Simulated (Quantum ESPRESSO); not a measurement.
## GaTiHfZrFO7 (finding a planted mistake in a log)

A calculation, not a measurement. The program is pw.x of Quantum ESPRESSO 7.5 (plane-wave density functional theory). The cell is made up: 12 atoms on a fluorite lattice, with randomly drawn elements, strain and displacements, not relaxed. PseudoDojo standard norm-conserving files (v0.5 for PBE, v0.4.1 for LDA and PBEsol) set the functional; there is no spin polarisation, spin-orbit coupling or dispersion term, and the masses in the input are unused placeholders.

The hafnium pseudopotential is less sure than the others, with forces about 3 percent (worst 6) and pressure in oxides about 1.5 GPa (worst 2.7) from a second method in checks, which no rerun with the same files tests.

Intended input:

```
&control calculation='scf', pseudo_dir='./dojo.nc.sr.pbe.v0_5.standard.upf', outdir='./o', disk_io='low', tprnfor=.true., tstress=.true. /
&system ibrav=0, nat=12, ntyp=6, nbnd=55, ecutwfc=84.00895049, nosym=.true., tot_charge=0,
 occupations='smearing', smearing='fd', degauss=0.0018374661
/
&electrons conv_thr=7.350e-09, electron_maxstep=60, /
ATOMIC_SPECIES
F 1.0 F.upf
Ga 1.0 Ga.upf
Hf 1.0 Hf.upf
O 1.0 O.upf
Ti 1.0 Ti.upf
Zr 1.0 Zr.upf
CELL_PARAMETERS angstrom
4.9063 0.0 0.0
0.0 4.9063 0.0
0.0 0.0 4.9063
ATOMIC_POSITIONS angstrom
Ga 0.068 -0.1086 -0.0741
Ti 0.0406 2.5876 2.3931
Hf 2.539 0.1657 2.6055
Zr 2.2894 2.4383 0.0116
F 1.2698 1.1906 1.34
O 1.4056 1.2526 3.713
O 1.1517 3.5777 1.3937
O 1.245 3.692 3.8298
O 3.8103 1.213 1.2042
O 3.7878 1.309 3.7383
O 3.6589 3.547 1.0653
O 3.6082 3.6158 3.719
K_POINTS automatic
5 5 5 1 1 1
```

The log is shortened where brackets say so; the opening notice, blank lines, dates and the lines on written files are dropped, and the path of the files is cut. It prints rydbergs, bohrs and kilobars, and counts compression as positive stress. Where no state is partly filled, the Fermi energy that it prints is only some level between the filled and the empty states on the mesh, and need not lie in the true gap.

Log of the intended run:

```
     Program PWSCF v.7.5
     Parallel version (MPI & OpenMP), running on       4 processor cores
     Number of MPI processes:                 4
     Threads/MPI process:                     1
     [start-up lines left out]
     bravais-lattice index     =            0
     lattice parameter (alat)  =       9.2716  a.u.
     unit-cell volume          =     797.0011 (a.u.)^3
     number of atoms/cell      =           12
     number of atomic types    =            6
     number of electrons       =        98.00
     number of Kohn-Sham states=           55
     kinetic-energy cutoff     =      84.0090  Ry
     charge density cutoff     =     336.0358  Ry
     scf convergence threshold =      7.3E-09
     mixing beta               =       0.7000
     number of iterations used =            8  plain     mixing
     Exchange-correlation= PBE
                           (   1   4   3   4   0   0   0)
     [axes and pseudopotential details left out]
   Cartesian axes
     site n.     atom                  positions (alat units)
         1        Ga     tau(   1) = (   0.0138597  -0.0221348  -0.0151030  )
         2        Ti     tau(   2) = (   0.0082751   0.5274035   0.4877606  )
         3        Hf     tau(   3) = (   0.5174979   0.0337729   0.5310519  )
         4        Zr     tau(   4) = (   0.4666245   0.4969733   0.0023643  )
         5        F      tau(   5) = (   0.2588101   0.2426676   0.2731182  )
         6        O      tau(   6) = (   0.2864888   0.2553044   0.7567821  )
         7        O      tau(   7) = (   0.2347390   0.7292053   0.2840633  )
         8        O      tau(   8) = (   0.2537554   0.7525019   0.7805882  )
         9        O      tau(   9) = (   0.7766137   0.2472331   0.2454395  )
        10        O      tau(  10) = (   0.7720278   0.2667998   0.7619387  )
        11        O      tau(  11) = (   0.7457555   0.7229480   0.2171290  )
        12        O      tau(  12) = (   0.7354218   0.7369708   0.7580050  )
     number of k points=    63  Fermi-Dirac smearing, width (Ry)=  0.0018
                       cart. coord. in units 2pi/alat
        k(    1) = (   0.1000000   0.1000000   0.1000000), wk =   0.0320000
        k(    2) = (   0.1000000   0.1000000   0.3000000), wk =   0.0320000
     [further k points left out]
     Dense  grid:    82951 G-vectors     FFT dimensions: (  60,  60,  60)
     Estimated max dynamical RAM per process >     296.56 MB
     Estimated total dynamical RAM >       1.10 GB
     Initial potential from superposition of free atoms
     starting charge      97.9915, renormalised to      98.0000
     Starting wfcs are   71 randomized atomic wfcs
     total cpu time spent up to now is        9.8 secs
     per-process dynamical memory:   232.7 Mb
     Self-consistent Calculation
     iteration #  1     ecut=    84.01 Ry     beta= 0.70
     Davidson diagonalization with overlap
     ethr =  1.00E-02,  avg # of iterations =  2.0
     total cpu time spent up to now is       26.3 secs
     total energy              =    -765.21911355 Ry
     estimated scf accuracy    <       4.54273888 Ry
     iteration #  2     ecut=    84.01 Ry     beta= 0.70
     Davidson diagonalization with overlap
     ethr =  4.64E-03,  avg # of iterations =  6.1
     total cpu time spent up to now is       52.1 secs
     total energy              =    -760.14845024 Ry
     estimated scf accuracy    <      49.44804668 Ry
     [iterations 3 to 15 left out]
     iteration # 16     ecut=    84.01 Ry     beta= 0.70
     Davidson diagonalization with overlap
     ethr =  5.17E-11,  avg # of iterations =  4.2
     total cpu time spent up to now is      327.3 secs
     total energy              =    -767.51324785 Ry
     estimated scf accuracy    <       0.00000004 Ry
     iteration # 17     ecut=    84.01 Ry     beta= 0.70
     Davidson diagonalization with overlap
     ethr =  3.66E-11,  avg # of iterations =  2.1
     total cpu time spent up to now is      343.2 secs
     End of self-consistent calculation
     [lines on levels left out]
     the Fermi energy is    13.2159 ev
!    total energy              =    -767.51324785 Ry
     estimated scf accuracy    <          1.5E-09 Ry
     smearing contrib. (-TS)   =      -0.00000000 Ry
     internal energy E=F+TS    =    -767.51324785 Ry
     The total energy is F=E-TS. E is the sum of the following terms:
     one-electron contribution =    -156.73388507 Ry
     hartree contribution      =     149.11759775 Ry
     xc contribution           =    -178.68074860 Ry
     ewald contribution        =    -581.21621193 Ry
     convergence has been achieved in  17 iterations
     Forces acting on atoms (cartesian axes, Ry/au):
     atom    1 type  2   force =    -0.13140831    0.00011707    0.00431156
     atom    2 type  5   force =    -0.19200260    0.00749890    0.04206385
     atom    3 type  3   force =     0.16909613   -0.13434473   -0.01540176
     atom    4 type  6   force =     0.21315720    0.05727570    0.04025104
     atom    5 type  1   force =    -0.02910521   -0.02566997   -0.01545952
     atom    6 type  4   force =    -0.14273617   -0.04129498   -0.03555621
     atom    7 type  4   force =     0.03230460    0.04798460    0.00509301
     atom    8 type  4   force =    -0.08645823    0.06657492   -0.04793956
     atom    9 type  4   force =     0.00996349   -0.04207555    0.05628408
     atom   10 type  4   force =     0.04743492   -0.05155615   -0.02094555
     atom   11 type  4   force =     0.05932356    0.06830760    0.10735159
     atom   12 type  4   force =     0.05043061    0.04718260   -0.12005252
     Total force =     0.495111     Total SCF correction =     0.000103
     Computing stress (Cartesian axis) and pressure
          total   stress  (Ry/bohr**3)                   (kbar)     P=      247.25
   0.00142705  -0.00000037   0.00020685          209.93       -0.05       30.43
  -0.00000037   0.00179026   0.00007242           -0.05      263.36       10.65
   0.00020685   0.00007242   0.00182506           30.43       10.65      268.48
     init_run     :      9.26s CPU      9.58s WALL (       1 calls)
     electrons    :    331.38s CPU    333.45s WALL (       1 calls)
     forces       :      2.72s CPU      2.75s WALL (       1 calls)
     stress       :     10.25s CPU     10.26s WALL (       1 calls)
     [timing details left out]
     PWSCF        :   5m53.89s CPU   5m56.39s WALL
     JOB DONE.
```

A second run was made from an input with one planted mistake. Its log:

```
     Program PWSCF v.7.5
     Parallel version (MPI & OpenMP), running on       4 processor cores
     Number of MPI processes:                 4
     Threads/MPI process:                     1
     [start-up lines left out]
     bravais-lattice index     =            0
     lattice parameter (alat)  =       9.2716  a.u.
     unit-cell volume          =     797.0011 (a.u.)^3
     number of atoms/cell      =           12
     number of atomic types    =            6
     number of electrons       =        98.00
     number of Kohn-Sham states=           73
     kinetic-energy cutoff     =      84.0090  Ry
     charge density cutoff     =     336.0358  Ry
     scf convergence threshold =      7.3E-09
     mixing beta               =       0.7000
     number of iterations used =            8  plain     mixing
     Exchange-correlation= PBE
                           (   1   4   3   4   0   0   0)
     [axes and pseudopotential details left out]
   Cartesian axes
     site n.     atom                  positions (alat units)
         1        Ga     tau(   1) = (   0.0138597  -0.0221348  -0.0151030  )
         2        Ti     tau(   2) = (   0.0082751   0.5274035   0.4877606  )
         3        Hf     tau(   3) = (   0.5174979   0.0337729   0.5310519  )
         4        Zr     tau(   4) = (   0.4666245   0.4969733   0.0023643  )
         5        F      tau(   5) = (   0.2588101   0.2426676   0.2731182  )
         6        O      tau(   6) = (   0.2864888   0.2553044   0.7567821  )
         7        O      tau(   7) = (   0.2347390   0.7292053   0.2840633  )
         8        O      tau(   8) = (   0.2537554   0.7525019   0.7805882  )
         9        O      tau(   9) = (   0.7766137   0.2472331   0.2454395  )
        10        O      tau(  10) = (   0.7720278   0.2667998   0.7619387  )
        11        O      tau(  11) = (   0.7457555   0.7229480   0.2171290  )
        12        O      tau(  12) = (   0.7354218   0.7369708   0.7580050  )
     number of k points=    63  Fermi-Dirac smearing, width (Ry)=  0.0272
                       cart. coord. in units 2pi/alat
        k(    1) = (   0.1000000   0.1000000   0.1000000), wk =   0.0320000
        k(    2) = (   0.1000000   0.1000000   0.3000000), wk =   0.0320000
     [further k points left out]
     Dense  grid:    82951 G-vectors     FFT dimensions: (  60,  60,  60)
     Estimated max dynamical RAM per process >     356.81 MB
     Estimated total dynamical RAM >       1.33 GB
     Initial potential from superposition of free atoms
     starting charge      97.9915, renormalised to      98.0000
     Starting wfcs are   71 randomized atomic wfcs +    2 random wfcs
     total cpu time spent up to now is        8.9 secs
     per-process dynamical memory:   282.6 Mb
     Self-consistent Calculation
     iteration #  1     ecut=    84.01 Ry     beta= 0.70
     Davidson diagonalization with overlap
     ethr =  1.00E-02,  avg # of iterations =  6.2
     total cpu time spent up to now is       33.3 secs
     total energy              =    -765.29073482 Ry
     estimated scf accuracy    <       4.46147658 Ry
     iteration #  2     ecut=    84.01 Ry     beta= 0.70
     Davidson diagonalization with overlap
     ethr =  4.55E-03,  avg # of iterations =  2.0
     total cpu time spent up to now is       57.2 secs
     total energy              =    -760.38147801 Ry
     estimated scf accuracy    <      48.54990010 Ry
     [iterations 3 to 13 left out]
     iteration # 14     ecut=    84.01 Ry     beta= 0.70
     Davidson diagonalization with overlap
     ethr =  2.11E-09,  avg # of iterations =  1.0
     total cpu time spent up to now is      297.4 secs
     total energy              =    -767.52471822 Ry
     estimated scf accuracy    <       0.00000018 Ry
     iteration # 15     ecut=    84.01 Ry     beta= 0.70
     Davidson diagonalization with overlap
     ethr =  1.88E-10,  avg # of iterations =  2.0
     total cpu time spent up to now is      317.0 secs
     End of self-consistent calculation
     [lines on levels left out]
     the Fermi energy is    13.4328 ev
!    total energy              =    -767.52471825 Ry
     estimated scf accuracy    <          4.4E-09 Ry
     smearing contrib. (-TS)   =      -0.04093271 Ry
     internal energy E=F+TS    =    -767.48378553 Ry
     The total energy is F=E-TS. E is the sum of the following terms:
     one-electron contribution =    -156.77432293 Ry
     hartree contribution      =     149.18799955 Ry
     xc contribution           =    -178.68125021 Ry
     ewald contribution        =    -581.21621193 Ry
     convergence has been achieved in  15 iterations
     Forces acting on atoms (cartesian axes, Ry/au):
     atom    1 type  2   force =    -0.12344580   -0.00084742    0.00541598
     atom    2 type  5   force =    -0.17765702   -0.00011139    0.05039219
     atom    3 type  3   force =     0.15844025   -0.13420777   -0.01567864
     atom    4 type  6   force =     0.20220822    0.05879998    0.04008379
     atom    5 type  1   force =    -0.02793459   -0.02521653   -0.01534870
     atom    6 type  4   force =    -0.14178432   -0.04210470   -0.03472663
     atom    7 type  4   force =     0.03627041    0.05556492   -0.00336866
     atom    8 type  4   force =    -0.08337250    0.06512821   -0.04973813
     atom    9 type  4   force =     0.00645139   -0.04184381    0.05233643
     atom   10 type  4   force =     0.04579307   -0.05150992   -0.02011316
     atom   11 type  4   force =     0.05594744    0.06794757    0.10466957
     atom   12 type  4   force =     0.04908346    0.04840087   -0.11392405
     Total force =     0.477093     Total SCF correction =     0.000207
     Computing stress (Cartesian axis) and pressure
          total   stress  (Ry/bohr**3)                   (kbar)     P=      254.27
   0.00151923   0.00001580   0.00018534          223.49        2.32       27.26
   0.00001580   0.00181173   0.00006917            2.32      266.52       10.17
   0.00018534   0.00006917   0.00185448           27.26       10.17      272.80
     init_run     :      8.46s CPU      8.75s WALL (       1 calls)
     electrons    :    301.87s CPU    308.12s WALL (       1 calls)
     forces       :      3.43s CPU      3.46s WALL (       1 calls)
     stress       :     12.50s CPU     12.51s WALL (       1 calls)
     [timing details left out]
     PWSCF        :   5m26.55s CPU   5m33.29s WALL
     JOB DONE.
```

Question: what was wrong in the second input?

Answer: the smearing is too wide. The input lines that differ, file-writing options aside:

```
- &system ibrav=0, nat=12, ntyp=6, nbnd=55, ecutwfc=84.00895049, nosym=.true., tot_charge=0,
+ &system ibrav=0, nat=12, ntyp=6, nbnd=73, ecutwfc=84.00895049, nosym=.true., tot_charge=0,
-  occupations='smearing', smearing='fd', degauss=0.0018374661
+  occupations='smearing', smearing='fd', degauss=0.0271944984
```

|  | intended run | run with the mistake |
| --- | --- | --- |
| free energy (eV) | -10442.550 | -10442.706 |
| smearing term -TS (eV) | 0.0000 | -0.5569 |
| pressure (GPa) | 24.73 | 25.43 |
| largest force component (eV/Å) | 5.480 | 5.199 |
| largest change of a force component (eV/Å) |  | 0.369 |
| iterations | 17 | 15 |

For scale, a rerun of the intended cell at 1467 eV and a 7 x 7 x 7 mesh moved values by no more than 0.004 eV in energy, 0.04 GPa in stress and 0.002 eV/Å in force. The number of bands, nbnd, was set by rule from the electron count and the smearing, so it follows the mistake.